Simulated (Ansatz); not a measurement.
**One relaxed cell of CsCd4As3 at several levels**

A database entry relaxed whole under r2SCAN at zero pressure (P4/mmm, No. 123):

```
Cs Cd As
1.0
     4.53392    0.00000    0.00000
     0.00000    4.53392    0.00000
     0.00000    0.00000   10.93078
Cs Cd As
1 4 3
Direct
  0.00000 0.00000 0.50000
  0.00000 0.50000 0.16182
  0.50000 0.00000 0.16182
  0.00000 0.50000 0.83818
  0.50000 0.00000 0.83818
  0.50000 0.50000 0.29727
  0.50000 0.50000 0.70273
  0.00000 0.00000 0.00000
```

Its volume is 28.09 Å³ an atom, +2.9 % against the entry's 27.29, a measured cell (2011, 200 K).

Single points on this cell with plane-wave PAW DFT (Ansatz 0.2.0; r2SCAN 500 eV, hybrids 420 eV; fermi-dirac occupations of width 0.020 eV; no moments): r2SCAN on a 6×6×4 Γ-centred mesh; r2SCAN with spin-orbit coupling on a 6×6×4 Γ-centred mesh; HSE06 on a 6×6×2 Γ-centred mesh; PBE0 on a 6×6×2 Γ-centred mesh.

Question: How do gap, pressure and charges move from level to level?

Answer: The runs give:

```tsv
level	gap (eV), or kind	pressure (GPa)	Bader charge of Cs (e)	Bader charge of Cd (e)	Bader charge of As (e)
r2SCAN	0.63	0.0	+0.78	+0.51	-0.94
r2SCAN with spin-orbit coupling	0.56	0.0	+0.79	+0.51	-0.94
HSE06	0.83	0.3	+0.78	+0.51	-0.94
PBE0	1.38	0.2	+0.78	+0.51	-0.95
```

Under r2SCAN the gap is 0.63 eV, over mesh and band path. HSE06 moves it by +0.20 eV and PBE0 by +0.75 eV; PBE0 keeps its exact exchange at long range, which widens the gap over HSE06's by 0.55 eV on their common mesh. Spin-orbit coupling moves the r2SCAN gap by -0.07 eV.

Caveats: the relaxation kept the start's symmetry; HSE06 is read on its mesh and at the zone's corners, PBE0 on its mesh alone; hybrid pressures are good to a few tenths of a GPa; pressure is positive in compression.
